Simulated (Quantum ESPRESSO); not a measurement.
# Si7Al: a curve over strain

A calculation, not a measurement. The program is pw.x of Quantum ESPRESSO 7.5 (plane-wave density functional theory). The cell is made up: 8 atoms on a zincblende/diamond lattice, with randomly drawn elements, strain and displacements, not relaxed. PseudoDojo standard norm-conserving files (v0.5 for PBE, v0.4.1 for LDA and PBEsol) set the functional; there is no spin polarisation, spin-orbit coupling or dispersion term, and the masses in the input are unused placeholders. A spin-polarised start on this cell or one of its family kept no moment.

Seven runs add a strain to one cell (shear xy, as the tensor component); the atoms follow the cell and are not relaxed. Stress in the table is positive in tension.

Input of the run at +0.0002:

```
&control calculation='scf', pseudo_dir='./dojo.nc.sr.pbe.v0_5.standard.upf', outdir='./o', disk_io='medium', tprnfor=.true., tstress=.true. /
&system ibrav=0, nat=8, ntyp=2, nbnd=26, ecutwfc=39.98326253, nosym=.true., tot_charge=0,
 occupations='smearing', smearing='fd', degauss=0.0073498644
/
&electrons conv_thr=7.350e-09, electron_maxstep=60, /
ATOMIC_SPECIES
Al 1.0 Al.upf
Si 1.0 Si.upf
CELL_PARAMETERS angstrom
5.4657 0.0031 -0.0188
0.0031 5.4744 0.0441
-0.0188 0.0441 5.568
ATOMIC_POSITIONS angstrom
Si 0.1258 0.0549 -0.1203
Al 0.0043 2.7072 2.7702
Si 2.7237 0.0897 2.7688
Si 2.7019 2.8427 -0.015
Si 1.4046 1.4246 1.4179
Si 1.3078 4.1702 4.3274
Si 4.0465 1.4483 4.2161
Si 4.0899 4.1081 1.4996
K_POINTS automatic
6 6 6 1 1 1
```

| added strain | free energy less that of the input shown (eV) | stress xx (GPa) | stress yy (GPa) | stress zz (GPa) | stress xy (GPa) | pressure (GPa) | iterations |
| --- | --- | --- | --- | --- | --- | --- | --- |
| -0.0197 | -0.1305 | -2.47 | -1.80 | -1.44 | 1.42 | 1.90 | 9 |
| -0.0119 | -0.0969 | -2.75 | -2.08 | -1.45 | 2.79 | 2.09 | 9 |
| +0.0002 | 0.0000 | -3.25 | -2.60 | -1.57 | 4.95 | 2.47 | 9 |
| +0.0043 | 0.0453 | -3.44 | -2.80 | -1.65 | 5.68 | 2.63 | 9 |
| +0.0107 | 0.1291 | -3.76 | -3.14 | -1.80 | 6.84 | 2.90 | 9 |
| +0.0162 | 0.2135 | -4.06 | -3.46 | -1.96 | 7.83 | 3.16 | 9 |
| +0.0188 | 0.2574 | -4.21 | -3.61 | -2.05 | 8.30 | 3.29 | 10 |

A cubic fit gives a slope of stress xy against the added strain of 179 GPa at zero added strain, with the atoms clamped. Across the table the free energy follows the integral of the stress to within 0.2 meV. A rerun of one of the cells at 778 eV and a 8 x 8 x 8 mesh moved values by no more than 0.002 eV in energy, 0.09 GPa in stress and 0.016 eV/Å in force.